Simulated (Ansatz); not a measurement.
Bulk MoS2, relaxed with the program Ansatz at the r²SCAN+D4 level (PAW):

```cif
data_MoS2
_chemical_formula_sum 'Mo1 S2'
_space_group_name_H-M_alt 'P 1'
_space_group_IT_number 1
_cell_length_a 6.37581
_cell_length_b 6.37581
_cell_length_c 6.37581
_cell_angle_alpha 29.063
_cell_angle_beta 29.063
_cell_angle_gamma 29.063
loop_
_space_group_symop_operation_xyz
  'x, y, z'
loop_
_atom_site_label
_atom_site_type_symbol
_atom_site_fract_x
_atom_site_fract_y
_atom_site_fract_z
_atom_site_occupancy
Mo1 Mo 0.00000 0.00000 0.00000 1
S1 S 0.24818 0.24818 0.24818 1
S2 S 0.75182 0.75182 0.75182 1
```

One layer is taken out and relaxed. What does that cost?

70 meV/atom, or 24 meV/Å² of layer.

What lattice and gap has the free layer?

a = 3.201 Å; no gap.

Space group P-3m1 (1T). The layer was cut from a bulk entry of the Materials Project (measured or hypothetical); whether that bulk phase is the ambient one, and whether the layer has been isolated, was not checked. The cell was relaxed with r²SCAN+D4 under the symmetry of its start; its stability against distortions is not shown here. The run is not spin-polarised. Spin–orbit coupling is left out wherever it is not named.

Potentials: the later of the program's two PAW sets.
